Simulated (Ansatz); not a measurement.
Given:

GaAs:
```yaml
crystal:
  lattice:
    - [3.94801, 0.00000, 0.00000]
    - [-1.97401, 3.41908, 0.00000]
    - [0.00000, 0.00000, 6.51038]
  atoms:
    - { symbol: Ga, position: [0.33333, 0.66667, 0.00006] }
    - { symbol: Ga, position: [0.66667, 0.33333, 0.50006] }
    - { symbol: As, position: [0.33333, 0.66667, 0.37394] }
    - { symbol: As, position: [0.66667, 0.33333, 0.87394] }
```

This is the LDA-relaxed structure. x, y and z are the axes in which the lattice vectors are written.

Problem. All from LDA in the plane-wave PAW code Ansatz, unless another level is named. Estimate the formation energy from the elements (no fitted shifts).

Solution. -0.31 eV/atom.

Problem. Next, the electron effective mass?

Solution. 0.032 mₑ (isotropic).

Problem. And the band gap?

Solution. 0.50 eV (direct).

Problem. Next, the hole effective mass, band 1 of 2 at the edge?

Solution. 0.84 along x, 0.79 along z (mₑ).

Problem. Next, the weight of the conduction-edge state by species (Voronoi cells)?

Solution. Ga 57 %, As 43 %.

Space group P6_3mc (wurtzite). The first step of the workflow began from a Materials Project structure, measured or hypothetical; the Crystallography Open Database copy checked does not list it. It is not the phase usual at ambient conditions (space group No. 216). The cell was relaxed with LDA under the symmetry of its start; phonons on a q-mesh show no instability. The references are the lowest solids computed at this level, not always the standard phases. Scalar-relativistic: spin–orbit coupling is off unless named, which matters more the heavier the elements.

Potentials: the later of the program's two PAW sets.
